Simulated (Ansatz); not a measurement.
A relaxed structure of InP. Space group P6₃mc (No. 186), wurtzite type. All values below come from PBEsol (plane waves to 420 eV, PAW, scalar-relativistic; Ansatz, an electronic-structure program).

```cif
data_In2P2
_chemical_formula_sum 'In2 P2'
_space_group_name_H-M_alt 'P 1'
_space_group_IT_number 1
_cell_length_a 4.14850
_cell_length_b 4.14850
_cell_length_c 6.81025
_cell_angle_alpha 90.000
_cell_angle_beta 90.000
_cell_angle_gamma 120.000
loop_
_space_group_symop_operation_xyz
  'x, y, z'
loop_
_atom_site_label
_atom_site_type_symbol
_atom_site_fract_x
_atom_site_fract_y
_atom_site_fract_z
_atom_site_occupancy
In1 In 0.33333 0.66667 0.81533 1
In2 In 0.66667 0.33333 0.31533 1
P1 P 0.33333 0.66667 0.18989 1
P2 P 0.66667 0.33333 0.68989 1
```

**Question.** What band gap does PBEsol give?

**Answer.** 0.64 eV, direct at Γ (no spin-orbit coupling).

No spin polarisation in the result.

It was reached from a disturbed copy of a P6₃/mmc (No. 194) cell, against which it lies -0.24 eV/atom.

The first start was generated by placing the elements on the sites of a structure type. Materials Project lists a structure of InP in the same space group, P6₃mc (No. 186); the sites were not compared with it, nor with measured phases. Known forms of InP include space group No. 216.
